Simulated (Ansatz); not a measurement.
Here is the system:

Cu2O (cuprite type, space group Pn-3m)

```cif
data_Cu4O2
_chemical_formula_sum 'Cu4 O2'
_space_group_name_H-M_alt 'Pn-3m :1'
_space_group_IT_number 224
_space_group_name_Hall 'P 4n 2 3 -1n'
_cell_length_a 4.22208
_cell_length_b 4.22208
_cell_length_c 4.22208
_cell_angle_alpha 90.000
_cell_angle_beta 90.000
_cell_angle_gamma 90.000
loop_
_atom_site_label
_atom_site_type_symbol
_atom_site_symmetry_multiplicity
_atom_site_Wyckoff_symbol
_atom_site_fract_x
_atom_site_fract_y
_atom_site_fract_z
_atom_site_occupancy
Cu1 Cu 4 c 0.75000 0.75000 0.75000 1
O1 O 2 a 0.00000 0.00000 0.00000 1
```

This relaxed cell (volume V₀) is scaled evenly in all directions, its shape held. Symmetry pins the atoms to their sites.

All values below come from PBEsol (plane waves to 420 eV, PAW, scalar-relativistic; Ansatz, a program for electronic structure). k mesh 8×8×8 (Γ-centred), Fermi-Dirac smearing 0.05 eV. The energy includes the smearing's −TS. Compression counts positive. Cu2O is run without spin polarisation. Cu2O was relaxed with its symmetry unable to fall. The PAW data are Ansatz's earlier set. ΔE is measured from the relaxed starting cell.

The scan covers V/V₀ from 0.940 to 1.060 in 9 points.

Task: What is ΔE at V/V₀ = 1.060?

Result: 16.4 meV/atom.

Task: What pressure does the cell carry at V/V₀ = 0.940?

Result: 9.33 GPa.

Task: What is ΔE at V/V₀ = 0.940?

Result: 20.7 meV/atom.

(A scan under strain: stresses follow from slopes of the energy per volume, elastic moduli from its curvatures.)
